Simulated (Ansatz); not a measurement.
Ti₅Si in space group R32 (No. 155; Ti on 6c, Ti on 9d, Si on 3b) at seven volumes, PBEsol (plane waves, PAW; program Ansatz), shape and atoms relaxed at each. One row is withheld.

| V (Å³/atom) | P (GPa) |
|---|---|
| 14.327 | 14.51 |
| 14.799 | 8.99 |
| 15.271 | ? |
| 15.744 | 0.00 |
| 16.216 | -3.63 |
| 16.688 | -6.78 |
| 17.160 | -9.50 |

Q: Fit the shown pressures and predict the withheld one.

A: P = (3/2)B₀(x^(7/2) − x^(5/2))[1 + (3/4)(B′ − 4)(x − 1)] with x = (V₀/V)^(2/3). Least squares on the six rows gives V₀ = 15.744 Å³/atom, B₀ = 129 GPa, B′ = 3.69. At V = 15.271, x = 1.0205 and P = 4.16 GPa. The run itself gave 4.18 GPa.

The workflow started from a Materials Project entry (that database holds measured and hypothetical structures alike); the Crystallography Open Database copy checked does not list it. Its standing as an ambient phase is unchecked. The cell was relaxed with PBEsol under the symmetry of its start; of distortions, only those at the zone centre were tested. No spin polarisation was allowed.

Potentials: the later of the program's two PAW sets.
